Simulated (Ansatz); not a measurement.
Ti$_{3}$CuC$_{2}$ single point

The input, for Ansatz 0.2.0 (plane waves, PAW):

```yaml
crystal:
  lattice:
    - [1.536192, 2.660762, 0.0]
    - [-1.536192, 2.660762, 0.0]
    - [0.0, 0.0, 18.732335]
  atoms:
    - { symbol: Ti, position: [0.0, 0.0, 0.0] }
    - { symbol: Ti, position: [0.0, 0.0, 0.5] }
    - { symbol: C, position: [0.3333, 0.3334, 0.5701] }
    - { symbol: C, position: [0.6666, 0.6667, 0.0701] }
    - { symbol: C, position: [0.3333, 0.3334, 0.9299] }
    - { symbol: C, position: [0.6667, 0.6667, 0.4299] }
    - { symbol: Ti, position: [0.3333, 0.3334, 0.129] }
    - { symbol: Ti, position: [0.6666, 0.6667, 0.629] }
    - { symbol: Ti, position: [0.3333, 0.3334, 0.371] }
    - { symbol: Ti, position: [0.6667, 0.6667, 0.871] }
    - { symbol: Cu, position: [0.0, 0.0, 0.25] }
    - { symbol: Cu, position: [0.0, 0.0, 0.75] }
  symmetry: { tolerance: 0.0003 }
kpoints:
  mp_grid: { grid: [13, 13, 2], shift: [0, 0, 0] }
  band_path:
    path:
      - [0.0, 0.0, 0.0]
      - [0.49999994, -6.0e-08, 0.0]
      - [0.66666661, 0.33333328, 0.0]
      - [0.0, 0.0, 0.0]
      - [0.0, 0.0, 0.5]
      - [0.49999994, -6.0e-08, 0.5]
      - [0.66666661, 0.33333328, 0.5]
      - [0.0, 0.0, 0.5]
    npoints: 7
magnetization:
  spin_polarized: false
scf:
  occupations: { method: methfessel_paxton, width: 0.2586 }
  lower_state_search: "off"
  max_iter: 200
hamiltonian:
  pseudopotentials: { kind: paw }
  xc: mr2scan
basis:
  ecutwfc: 500
  fft_grid_basis: typed
output:
  forces: true
  stress: true
  eigenvalues: true
  bader: true
  populations: true
  elf: true
  write_potential: true
  volumetric_format: npy
  dos:
    e_range: [-12, 8]
    de: 0.05
    projected: { site_lists: { C: [C], Cu: [Cu], Ti: [Ti] } }
checkpoint:
  read: saved_state
```

The saved state is an earlier solution for the same cell, perhaps on another mesh. 

Parts of the output:

```
Free energy (F): -29303.1871 eV
Harris-Foulkes:  -29303.1871 eV  (|F-HF|=1.50e-8)
Internal energy: -29303.1562 eV  (E = F + TS)
E sigma→0 (E₀):  -29303.1793 eV
Entropy (-TS):   -0.0308 eV (-2.569 meV/atom)
Fermi energy:    13.1534 eV
--- Per-component energies (eV) ---
  E_band       = -1857.5848
  E_kinetic    = 2587.1737
  E_local      = -14937.1143  (includes V_loc(G=0)·N_el)
  E_nonlocal   = 926.4312
  E_hartree    = 6434.9001
  E_xc         = -917.8376
  E_vxc        = -1311.8809  (∫ρ·V_xc dr)
  E_paw        = -10092.7956  (= ΣΔE_a)
  E_vpaw       = -2078.4658  (= ΣTr[D̂ρ^β])
  E_aug_tail   = 0.0009  (compensation charges beyond the density's cutoff)
  E_vtau       = 86.4927  (kinetic-family band-sum trace: ∫τ·v_τ [+ j·A + Jᵃ·Aᵃ] dr)
  E_ewald      = -13301.6926
  E_core_change = -2.2221  (= ΣΔE_core)
  E_smearing   = -0.0308  (= −TS)
--- Forces (eV/Å), atoms counted from 1 ---
  atom   1  Ti     0.0000     0.0000     0.0000
  atom   2  Ti     0.0000     0.0000     0.0000
  atom   3  C      0.0000     0.0000     0.0417
  atom   4  C      0.0000     0.0000     0.0417
  atom   5  C      0.0000     0.0000    -0.0417
  atom   6  C      0.0000     0.0000    -0.0417
  atom   7  Ti     0.0000     0.0000     0.0738
  atom   8  Ti     0.0000     0.0000     0.0738
  atom   9  Ti     0.0000     0.0000    -0.0738
  atom  10  Ti     0.0000     0.0000    -0.0738
  atom  11  Cu     0.0000     0.0000     0.0000
  atom  12  Cu     0.0000     0.0000     0.0000
--- Stress (GPa, compression-positive) ---
       -5.9148       0.0000       0.0000
        0.0000      -5.9148       0.0000
        0.0000       0.0000      -8.3589
  P = ⅓ Tr σ = -6.7295 GPa (-67.295 kbar)
--- Löwdin populations: 12 sites ---
  site symbol       q [e]
     0     Ti     11.1587
     1     Ti     11.1587
     2      C      4.8950
     3      C      4.8950
     4      C      4.8950
     5      C      4.8950
     6     Ti     11.3929
     7     Ti     11.3929
     8     Ti     11.3929
     9     Ti     11.3929
    10     Cu     18.8216
    11     Cu     18.8216
  spilling = 0.0070 (of n_electrons = 126.0000)
--- Bader charges: 12 sites ---
  site symbol  charge [e]  shift [e]
     0     Ti      1.7461     0.0010
     1     Ti      1.7461     0.0010
     2      C     -1.9565     0.0006
     3      C     -1.9565     0.0006
     4      C     -1.9565     0.0006
     5      C     -1.9565     0.0006
     6     Ti      1.5192     0.0000
     7     Ti      1.5192     0.0000
     8     Ti      1.5192     0.0000
     9     Ti      1.5192     0.0000
    10     Cu     -0.8714     0.0003
    11     Cu     -0.8714     0.0003
```

Origin: a known structure type with other elements, at an estimated volume, so it need not be a known compound. Caveats: many states at the Fermi level without spin polarisation, so a magnetic state may lie lower; wide smearing; m-r2SCAN is r2SCAN with a changed spin dependence that lowers moments.
